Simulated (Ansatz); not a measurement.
Rocksalt KCl, relaxed with r2SCAN: 8 runs in Ansatz 0.2.0, each a construction of maximally localised Wannier functions. Space group Fm-3m (No. 225), cubic; a = 6.290 Å in the conventional setting, 31.10 Å³ an atom. Around K lie 6 Cl at 3.14 Å; around Cl lie 6 K at 3.14 Å. The values are computed, spin-unpolarised, and not measurements.

```
CELL_PARAMETERS angstrom
0.00000 3.14485 3.14485
3.14485 0.00000 3.14485
3.14485 3.14485 0.00000
ATOMIC_POSITIONS crystal
K 0.00000 0.00000 0.00000
Cl 0.50000 0.50000 0.50000
```

Windows count from the top of the filled bands; a dash means that no such window was set (without an outer window there is no disentanglement). Rows marked drawn have settings drawn at random (some not listed).

```json
{"functional": "PBE", "SCF mesh": "6×6×6", "trial orbitals": "Cl s, Cl p", "functions": "4", "mesh": "4×4×4", "window (eV)": "–", "frozen (eV)": "–", "settings": "drawn", "Ω total (Å²)": "5.20", "Ω invariant (Å²)": "4.58", "largest spread (Å²)": "1.30", "least projectability": "0.81", "interpolation miss of the model's filled bands (eV, to the nearest computed level)": "0.010"}
{"functional": "PBE", "SCF mesh": "6×6×6", "trial orbitals": "Cl s, Cl p", "functions": "4", "mesh": "6×6×6", "window (eV)": "–", "frozen (eV)": "–", "settings": "chosen", "Ω total (Å²)": "5.40", "Ω invariant (Å²)": "4.78", "largest spread (Å²)": "1.35", "least projectability": "0.81", "interpolation miss of the model's filled bands (eV, to the nearest computed level)": "0.001"}
{"functional": "PBE", "SCF mesh": "6×6×6", "trial orbitals": "Cl p", "functions": "3", "mesh": "4×4×4", "window (eV)": "–", "frozen (eV)": "–", "settings": "chosen", "Ω total (Å²)": "4.20", "Ω invariant (Å²)": "4.19", "largest spread (Å²)": "1.40", "least projectability": "0.98", "interpolation miss of the model's filled bands (eV, to the nearest computed level)": "0.012"}
{"functional": "r2SCAN", "SCF mesh": "6×6×6", "trial orbitals": "Cl s, Cl p", "functions": "4", "mesh": "4×4×4", "window (eV)": "–", "frozen (eV)": "–", "settings": "chosen", "Ω total (Å²)": "4.93", "Ω invariant (Å²)": "4.28", "largest spread (Å²)": "1.23", "least projectability": "0.84", "interpolation miss of the model's filled bands (eV, to the nearest computed level)": "0.009"}
{"functional": "r2SCAN", "SCF mesh": "6×6×6", "trial orbitals": "Cl p", "functions": "3", "mesh": "4×4×4", "window (eV)": "–", "frozen (eV)": "–", "settings": "chosen", "Ω total (Å²)": "4.14", "Ω invariant (Å²)": "4.13", "largest spread (Å²)": "1.38", "least projectability": "0.98", "interpolation miss of the model's filled bands (eV, to the nearest computed level)": "0.011"}
{"functional": "HSE06", "SCF mesh": "4×4×4", "trial orbitals": "Cl s, Cl p", "functions": "4", "mesh": "4×4×4", "window (eV)": "–", "frozen (eV)": "–", "settings": "chosen", "Ω total (Å²)": "4.86", "Ω invariant (Å²)": "4.22", "largest spread (Å²)": "1.22", "least projectability": "0.85", "interpolation miss of the model's filled bands (eV, to the nearest computed level)": "–"}
{"functional": "PBE", "SCF mesh": "6×6×6", "trial orbitals": "Cl p (plain search)", "functions": "3", "mesh": "4×4×4", "window (eV)": "–", "frozen (eV)": "–", "settings": "drawn", "Ω total (Å²)": "4.21", "Ω invariant (Å²)": "4.19", "largest spread (Å²)": "1.40", "least projectability": "0.98", "interpolation miss of the model's filled bands (eV, to the nearest computed level)": "0.012"}
{"functional": "PBE", "SCF mesh": "6×6×6", "trial orbitals": "Cl p", "functions": "3", "mesh": "5×5×5", "window (eV)": "–", "frozen (eV)": "–", "settings": "drawn", "Ω total (Å²)": "4.29", "Ω invariant (Å²)": "4.28", "largest spread (Å²)": "1.43", "least projectability": "0.98", "interpolation miss of the model's filled bands (eV, to the nearest computed level)": "0.004"}
```

A dash in the last column means that the miss wasn't evaluated.
